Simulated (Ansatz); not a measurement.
The relaxed structure here is a generated cell of GaSe: the first start was made by placing the elements on the sites of a structure type, and the end was not matched to a known phase here, so it may be hypothetical. Known forms of GaSe include space group No. 194.

The end point of a relaxation of GaSe. Space group F-43m (No. 216), zinc blende type. These are PBEsol (plane waves to 420 eV, PAW, scalar-relativistic; Ansatz, a program for electronic structure) values and carry that method's errors.

```cif
data_GaSe
_chemical_formula_sum 'Ga1 Se1'
_space_group_name_H-M_alt 'P 1'
_space_group_IT_number 1
_cell_length_a 4.29196
_cell_length_b 4.29196
_cell_length_c 4.29196
_cell_angle_alpha 60.000
_cell_angle_beta 60.000
_cell_angle_gamma 60.000
loop_
_space_group_symop_operation_xyz
  'x, y, z'
loop_
_atom_site_label
_atom_site_type_symbol
_atom_site_fract_x
_atom_site_fract_y
_atom_site_fract_z
_atom_site_occupancy
Ga1 Ga 0.00000 0.00000 0.00000 1
Se1 Se 0.75000 0.75000 0.75000 1
```

- Volume per atom: 27.95 Å³
- Band gap: zero (metallic)
- Shortest distances: Ga–Se 2.63 Å
- k-mesh: 13×13×13

Band energies at high-symmetry points (eV from the Fermi level; labels of this space group; no spin-orbit coupling), from −5 eV up to 5.0 eV:

```
point                                energies
-----  --------------------------------------
Γ      -3.40 -2.62 -2.62 -2.62 2.34 2.34 2.34
X                      -4.16 -4.16 -0.15 0.30
U                       -4.85 -3.89 0.18 2.06
K                       -4.85 -3.89 0.18 2.06
L            -3.24 -3.24 -1.47 3.07 3.07 4.99
W             -4.68 -4.46 1.18 2.63 3.06 4.64
```

No spin polarisation in the result. The relaxed primitive cell holds an odd number of electrons. A magnetic state may lie lower.

The run could not lower the symmetry of its start; a shaken copy of this end point relaxes with PBEsol to P3m1 (No. 156), 0.21 eV/atom lower.
